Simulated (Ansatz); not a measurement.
SiO2:
Space group I4/mmm (No. 139); a = 8.974 Å, b = 8.974 Å, c = 5.252 Å, α = 90.00°, β = 90.00°, γ = 90.00°

| atom | site | symmetry | x | y | z |
|---|---|---|---|---|---|
| Si | 8h | m.2m | 0.1769 | 0.1769 | 0.0000 |
| O | 8f | ..2/m | 0.2500 | 0.2500 | 0.2500 |
| O | 8i | m2m. | 0.0000 | 0.2094 | 0.0000 |
(The calculation used a cell of 12 atoms; values per cell refer to that cell.)

Relaxed with PBEsol. PBEsol in the plane-wave PAW code Ansatz gives a gap of 5.48 eV.

Problem. What gap does HSE06 give on the same cell (Ansatz, PAW)?

Solution. 7.10 eV, 1.62 eV more. The hybrid was solved on a coarser mesh and at special points; the gap given is the minimum over both.

```csv
k,v1 PBEsol,c1 PBEsol,v1 HSE06,c1 HSE06
Γ,0.00,5.48,0.00,7.10
M,0.00,7.54,___,___
X,-0.24,6.61,-0.25,8.26
P,-0.35,7.74,___,___
Z,-0.16,8.09,___,___
N,-0.26,7.61,___,___
```

Problem. Top valence (v1) and lowest conduction level (c1) in eV from each method's valence maximum (which need not be a listed point): supply the withheld HSE06 values.

Solution. 
- N, v1 HSE06: -0.27
- N, c1 HSE06: 9.36
- P, v1 HSE06: -0.36
- P, c1 HSE06: 9.50
- Z, v1 HSE06: -0.17
- Z, c1 HSE06: 9.59
- M, v1 HSE06: 0.00
- M, c1 HSE06: 9.23

Cost on shared cores: the PBEsol run (SCF on a 6×6×6 mesh, then bands and DOS) about 2.5 core-minutes (a rough figure), the HSE06 run (SCF on 4×4×4, then a few points) about 14 core-minutes (a rough figure); the tasks are unlike.

The first step of the workflow began from a Materials Project structure, measured or hypothetical; the Crystallography Open Database copy checked does not list it. It is not the phase usual at ambient conditions (space group No. 92, 152, 154). The PBEsol relaxation kept the symmetry of its start. At this level the phase is mechanically unstable.

Potentials: the earlier of the program's two PAW sets. The files were generated under PBE; for other functionals the program regenerates the frozen cores, and for LDA and PBEsol the local potential too.
